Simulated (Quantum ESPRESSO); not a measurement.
# Al3GeNO5: finding a planted mistake in a log

Computed values, not a measurement. The program is pw.x of Quantum ESPRESSO 7.5 (plane-wave density functional theory). The cell is made up: 10 atoms on a corundum lattice, with randomly drawn elements, strain and displacements, not relaxed. PseudoDojo standard norm-conserving files (v0.5 for PBE, v0.4.1 for LDA and PBEsol) set the functional; there is no spin polarisation, spin-orbit coupling or dispersion term, and the masses in the input are unused placeholders.

Intended input:

```
&control calculation='scf', pseudo_dir='./dojo.nc.sr.pbe.v0_5.standard.upf', outdir='./o', disk_io='medium', tprnfor=.true., tstress=.true. /
&system ibrav=0, nat=10, ntyp=4, nbnd=35, ecutwfc=84.00895049, nosym=.true., tot_charge=0,
 occupations='smearing', smearing='fd', degauss=0.0018374661
/
&electrons conv_thr=7.350e-09, electron_maxstep=60, /
ATOMIC_SPECIES
Al 1.0 Al.upf
Ge 1.0 Ge.upf
N 1.0 N.upf
O 1.0 O.upf
CELL_PARAMETERS angstrom
2.4172 1.3956 4.3955
-2.4172 1.3956 4.3955
0.0 -2.7911 4.3955
ATOMIC_POSITIONS angstrom
Al 0.041 -0.0072 4.6364
Al 0.0825 0.0057 1.9232
Ge -0.0044 -0.049 8.5851
Al -0.0639 0.0047 11.2098
N -0.9134 1.3764 7.684
O -0.8064 -1.4333 7.6365
O 1.7067 0.082 7.6866
O 0.9725 -1.4439 5.4432
O 0.7213 1.5106 5.5469
O -1.6572 -0.0547 5.4667
K_POINTS automatic
6 6 6 1 1 1
```

The log is shortened where brackets say so; the opening notice, blank lines, dates and the lines on written files are dropped, and the path of the files is cut. It prints rydbergs, bohrs and kilobars, and counts compression as positive stress. Where no state is partly filled, the Fermi energy that it prints is only some level between the filled and the empty states on the mesh, and need not lie in the true gap.

Log of the intended run:

```
     Program PWSCF v.7.5
     Parallel version (MPI & OpenMP), running on       1 processor cores
     Number of MPI processes:                 1
     Threads/MPI process:                     1
     [start-up lines left out]
     bravais-lattice index     =            0
     lattice parameter (alat)  =       9.8395  a.u.
     unit-cell volume          =     600.3705 (a.u.)^3
     number of atoms/cell      =           10
     number of atomic types    =            4
     number of electrons       =        58.00
     number of Kohn-Sham states=           35
     kinetic-energy cutoff     =      84.0090  Ry
     charge density cutoff     =     336.0358  Ry
     scf convergence threshold =      7.3E-09
     mixing beta               =       0.7000
     number of iterations used =            8  plain     mixing
     Exchange-correlation= PBE
                           (   1   4   3   4   0   0   0)
     [axes and pseudopotential details left out]
   Cartesian axes
     site n.     atom                  positions (alat units)
         1        Al     tau(   1) = (   0.0078743  -0.0013828   0.8904475  )
         2        Al     tau(   2) = (   0.0158446   0.0010947   0.3693617  )
         3        Ge     tau(   3) = (  -0.0008450  -0.0094107   1.6488183  )
         4        Al     tau(   4) = (  -0.0122724   0.0009027   2.1529071  )
         5        N      tau(   5) = (  -0.1754238   0.2643456   1.4757568  )
         6        O      tau(   6) = (  -0.1548738  -0.2752736   1.4666341  )
         7        O      tau(   7) = (   0.3277816   0.0157486   1.4762561  )
         8        O      tau(   8) = (   0.1867743  -0.2773094   1.0453981  )
         9        O      tau(   9) = (   0.1385298   0.2901195   1.0653143  )
        10        O      tau(  10) = (  -0.3182749  -0.0105055   1.0499114  )
     number of k points=   108  Fermi-Dirac smearing, width (Ry)=  0.0018
     Number of k-points >= 100: set verbosity='high' to print them.
     Dense  grid:    62509 G-vectors     FFT dimensions: (  60,  60,  60)
     Estimated max dynamical RAM per process >      90.85 MB
     Initial potential from superposition of free atoms
     starting charge      57.9918, renormalised to      58.0000
     Starting wfcs are   45 randomized atomic wfcs
     total cpu time spent up to now is       19.7 secs
     per-process dynamical memory:    60.0 Mb
     Self-consistent Calculation
     iteration #  1     ecut=    84.01 Ry     beta= 0.70
     Davidson diagonalization with overlap
     ethr =  1.00E-02,  avg # of iterations =  3.3
     total cpu time spent up to now is       87.0 secs
     total energy              =    -378.49086680 Ry
     estimated scf accuracy    <       2.26858678 Ry
     iteration #  2     ecut=    84.01 Ry     beta= 0.70
     Davidson diagonalization with overlap
     ethr =  3.91E-03,  avg # of iterations =  2.3
     total cpu time spent up to now is      144.8 secs
     total energy              =    -379.17122155 Ry
     estimated scf accuracy    <       1.54675799 Ry
     [iterations 3 to 9 left out]
     iteration # 10     ecut=    84.01 Ry     beta= 0.70
     Davidson diagonalization with overlap
     ethr =  4.28E-10,  avg # of iterations =  2.0
     total cpu time spent up to now is      581.9 secs
     total energy              =    -379.45658892 Ry
     estimated scf accuracy    <       0.00000008 Ry
     iteration # 11     ecut=    84.01 Ry     beta= 0.70
     Davidson diagonalization with overlap
     ethr =  1.40E-10,  avg # of iterations =  2.0
     total cpu time spent up to now is      620.6 secs
     End of self-consistent calculation
     Number of k-points >= 100: set verbosity='high' to print the bands.
     the Fermi energy is    11.2954 ev
!    total energy              =    -379.45658894 Ry
     estimated scf accuracy    <          1.5E-09 Ry
     smearing contrib. (-TS)   =       0.00000000 Ry
     internal energy E=F+TS    =    -379.45658894 Ry
     The total energy is F=E-TS. E is the sum of the following terms:
     one-electron contribution =    -127.45343775 Ry
     hartree contribution      =     108.03544949 Ry
     xc contribution           =     -99.38039090 Ry
     ewald contribution        =    -260.65820978 Ry
     convergence has been achieved in  11 iterations
     Forces acting on atoms (cartesian axes, Ry/au):
     atom    1 type  1   force =     0.01171247   -0.00215832   -0.04313614
     atom    2 type  1   force =    -0.01837851   -0.00971924    0.05247509
     atom    3 type  2   force =    -0.00808509    0.08598263   -0.13297836
     atom    4 type  1   force =     0.03346897   -0.02156731    0.05834511
     atom    5 type  3   force =    -0.03197902    0.00296252    0.03335616
     atom    6 type  4   force =     0.04521212   -0.05328931    0.01100459
     atom    7 type  4   force =    -0.03105475    0.01514342    0.01655010
     atom    8 type  4   force =    -0.03515825    0.03063144    0.03686639
     atom    9 type  4   force =     0.02043268    0.00754222   -0.02419937
     atom   10 type  4   force =     0.01382938   -0.05552805   -0.00828357
     Total force =     0.227756     Total SCF correction =     0.000082
     Computing stress (Cartesian axis) and pressure
          total   stress  (Ry/bohr**3)                   (kbar)     P=       61.56
   0.00024908   0.00021201  -0.00014522           36.64       31.19      -21.36
   0.00021201   0.00053765   0.00015600           31.19       79.09       22.95
  -0.00014522   0.00015600   0.00046861          -21.36       22.95       68.93
     init_run     :     17.81s CPU     19.51s WALL (       1 calls)
     electrons    :    583.90s CPU    600.91s WALL (       1 calls)
     forces       :      6.86s CPU      6.95s WALL (       1 calls)
     stress       :     30.06s CPU     30.15s WALL (       1 calls)
     [timing details left out]
     PWSCF        :  10m38.99s CPU  10m59.64s WALL
     JOB DONE.
```

A second run was made from an input with one planted mistake. Its log:

```
     Program PWSCF v.7.5
     Parallel version (MPI & OpenMP), running on       1 processor cores
     Number of MPI processes:                 1
     Threads/MPI process:                     1
     [start-up lines left out]
     bravais-lattice index     =            0
     lattice parameter (alat)  =       9.8395  a.u.
     unit-cell volume          =     600.3705 (a.u.)^3
     number of atoms/cell      =           10
     number of atomic types    =            4
     number of electrons       =        58.00
     number of Kohn-Sham states=           35
     kinetic-energy cutoff     =      49.7586  Ry
     charge density cutoff     =     199.0343  Ry
     scf convergence threshold =      7.3E-09
     mixing beta               =       0.7000
     number of iterations used =            8  plain     mixing
     Exchange-correlation= PBE
                           (   1   4   3   4   0   0   0)
     [axes and pseudopotential details left out]
   Cartesian axes
     site n.     atom                  positions (alat units)
         1        Al     tau(   1) = (   0.0078743  -0.0013828   0.8904475  )
         2        Al     tau(   2) = (   0.0158446   0.0010947   0.3693617  )
         3        Ge     tau(   3) = (  -0.0008450  -0.0094107   1.6488183  )
         4        Al     tau(   4) = (  -0.0122724   0.0009027   2.1529071  )
         5        N      tau(   5) = (  -0.1754238   0.2643456   1.4757568  )
         6        O      tau(   6) = (  -0.1548738  -0.2752736   1.4666341  )
         7        O      tau(   7) = (   0.3277816   0.0157486   1.4762561  )
         8        O      tau(   8) = (   0.1867743  -0.2773094   1.0453981  )
         9        O      tau(   9) = (   0.1385298   0.2901195   1.0653143  )
        10        O      tau(  10) = (  -0.3182749  -0.0105055   1.0499114  )
     number of k points=   108  Fermi-Dirac smearing, width (Ry)=  0.0018
     Number of k-points >= 100: set verbosity='high' to print them.
     Dense  grid:    28513 G-vectors     FFT dimensions: (  45,  45,  45)
     Estimated max dynamical RAM per process >      42.93 MB
     Check: negative core charge=   -0.000127
     Initial potential from superposition of free atoms
     starting charge      57.9918, renormalised to      58.0000
     Starting wfcs are   45 randomized atomic wfcs
     total cpu time spent up to now is       12.5 secs
     per-process dynamical memory:    31.5 Mb
     Self-consistent Calculation
     iteration #  1     ecut=    49.76 Ry     beta= 0.70
     Davidson diagonalization with overlap
     ethr =  1.00E-02,  avg # of iterations =  3.3
     total cpu time spent up to now is       39.3 secs
     total energy              =    -377.87975401 Ry
     estimated scf accuracy    <       2.12329868 Ry
     iteration #  2     ecut=    49.76 Ry     beta= 0.70
     Davidson diagonalization with overlap
     ethr =  3.66E-03,  avg # of iterations =  2.3
     total cpu time spent up to now is       70.0 secs
     total energy              =    -378.49246999 Ry
     estimated scf accuracy    <       1.41265425 Ry
     [iterations 3 to 9 left out]
     iteration # 10     ecut=    49.76 Ry     beta= 0.70
     Davidson diagonalization with overlap
     ethr =  5.73E-10,  avg # of iterations =  2.0
     total cpu time spent up to now is      319.1 secs
     total energy              =    -378.76261469 Ry
     estimated scf accuracy    <       0.00000004 Ry
     iteration # 11     ecut=    49.76 Ry     beta= 0.70
     Davidson diagonalization with overlap
     ethr =  6.07E-11,  avg # of iterations =  3.2
     total cpu time spent up to now is      347.7 secs
     End of self-consistent calculation
     Number of k-points >= 100: set verbosity='high' to print the bands.
     the Fermi energy is    11.1862 ev
!    total energy              =    -378.76261470 Ry
     estimated scf accuracy    <          5.4E-09 Ry
     smearing contrib. (-TS)   =      -0.00000000 Ry
     internal energy E=F+TS    =    -378.76261470 Ry
     The total energy is F=E-TS. E is the sum of the following terms:
     one-electron contribution =    -126.00046211 Ry
     hartree contribution      =     106.93638897 Ry
     xc contribution           =     -99.04033176 Ry
     ewald contribution        =    -260.65820980 Ry
     convergence has been achieved in  11 iterations
     Forces acting on atoms (cartesian axes, Ry/au):
     atom    1 type  1   force =     0.01143016   -0.00212822   -0.04289786
     atom    2 type  1   force =    -0.01833230   -0.00976758    0.05196866
     atom    3 type  2   force =    -0.01063084    0.08246370   -0.13463771
     atom    4 type  1   force =     0.03345505   -0.02133467    0.05809914
     atom    5 type  3   force =    -0.03139277    0.00188215    0.03386025
     atom    6 type  4   force =     0.04561253   -0.05161604    0.01419239
     atom    7 type  4   force =    -0.03278671    0.01608242    0.01840807
     atom    8 type  4   force =    -0.03271612    0.03003430    0.03329834
     atom    9 type  4   force =     0.01997199    0.00765077   -0.02571654
     atom   10 type  4   force =     0.01538901   -0.05326683   -0.00657474
     Total force =     0.226207     Total SCF correction =     0.000105
     Computing stress (Cartesian axis) and pressure
          total   stress  (Ry/bohr**3)                   (kbar)     P=     -979.85
  -0.00682290   0.00022304  -0.00015357        -1003.68       32.81      -22.59
   0.00022304  -0.00653658   0.00017319           32.81     -961.56       25.48
  -0.00015357   0.00017319  -0.00662321          -22.59       25.48     -974.31
     init_run     :     11.20s CPU     12.33s WALL (       1 calls)
     electrons    :    316.96s CPU    335.23s WALL (       1 calls)
     forces       :      3.71s CPU      3.75s WALL (       1 calls)
     stress       :     14.99s CPU     15.06s WALL (       1 calls)
     [timing details left out]
     PWSCF        :   5m47.09s CPU   6m 6.78s WALL
     JOB DONE.
```

Question: what was wrong in the second input?

Answer: the plane-wave cutoff is too low. The input lines that differ, file-writing options aside:

```
- &system ibrav=0, nat=10, ntyp=4, nbnd=35, ecutwfc=84.00895049, nosym=.true., tot_charge=0,
+ &system ibrav=0, nat=10, ntyp=4, nbnd=35, ecutwfc=49.75858223, nosym=.true., tot_charge=0,
```

|  | intended run | run with the mistake |
| --- | --- | --- |
| free energy (eV) | -5162.770 | -5153.328 |
| smearing term -TS (eV) | 0.0000 | 0.0000 |
| pressure (GPa) | 6.16 | -97.99 |
| largest force component (eV/Å) | 3.419 | 3.462 |
| largest change of a force component (eV/Å) |  | 0.092 |
| iterations | 11 | 11 |

For scale, a rerun of the intended cell at a cutoff of 1437 eV and k mesh 8 x 8 x 8 moved values by no more than 0.003 eV in energy, 0.02 GPa in stress and 0.002 eV/Å in force.